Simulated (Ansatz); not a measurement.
ZnCu2SnSe4 (kesterite type, space group I-4)

```
ZnCu2SnSe4
1.0
   -2.84961     2.84961     5.69125
    2.84961    -2.84961     5.69125
    2.84961     2.84961    -5.69125
Cu Zn Sn Se
2 1 1 4
Direct
  0.00000   0.00000   0.00000
  0.75000   0.25000   0.50000
  0.25000   0.75000   0.50000
  0.50000   0.50000   0.00000
  0.63688   0.62917   0.52591
  0.10326   0.11097   0.47409
  0.37083   0.89674   0.00771
  0.88903   0.36312   0.99229
```

This relaxed cell (volume V₀) is scaled evenly in all directions, its shape held. The atoms relax within the cell's symmetry.

The numbers are results of r2SCAN (plane waves to 500 eV, PAW, scalar-relativistic; Ansatz, a program for electronic structure), not measurements. k mesh 8×8×8 (Γ-centred), Fermi-Dirac smearing 0.05 eV. Compression counts positive. ZnCu2SnSe4 is run without spin polarisation. ZnCu2SnSe4 was relaxed with its symmetry unable to fall.

At one point of the scan the stress tensor (GPa) is:

```
   -5.5      0.0      0.0
    0.0     -5.5      0.0
    0.0      0.0     -5.5
```

Q: Which point is it?
A. V/V₀ = 1.120
B. V/V₀ = 1.040
C. V/V₀ = 1.160
D. V/V₀ = 1.080

A: A, V/V₀ = 1.120

(A scan under strain: stresses follow from slopes of the energy per volume, elastic moduli from its curvatures.)
